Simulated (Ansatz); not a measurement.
BN in space group P6_3/mmc (No. 194; B on 2b, N on 2d), plane-wave PAW LDA (Ansatz code), all energies at zero smearing, with the estimated change up to a 700 eV cutoff added, with one set of potentials and settings (totals compare only within such a set). Cell of 4 atoms (2 B, 2 N): -1052.707 eV.

| element | reference phase | E (eV/atom) |
|---|---|---|
| B | R-3m, 12 atoms in the cell | -149.7761 |
| N | P4_2/mnm, 4 atoms in the cell | -373.6525 |

Formation energy per atom, worked out: (-1052.707 − 2×(-149.7761) − 2×(-373.6525))/4 = -1.463 eV/atom (-141 kJ per mol of atoms), at 0 K, without zero-point energy or fitted corrections.

The first step of the workflow began from a Materials Project structure, measured or hypothetical. Its sites differ from those of the usual phase in this space group: another stacking or structure type. The LDA relaxation kept the symmetry of its start; phonons on a q-mesh show no instability. A crystal of weakly bound layers computed without a dispersion correction: the cell and the soft elastic constants depend strongly on that. The references are the lowest solids computed at this level, not always the standard phases (solids in place of the gases).

Potentials: the earlier of the program's two PAW sets.
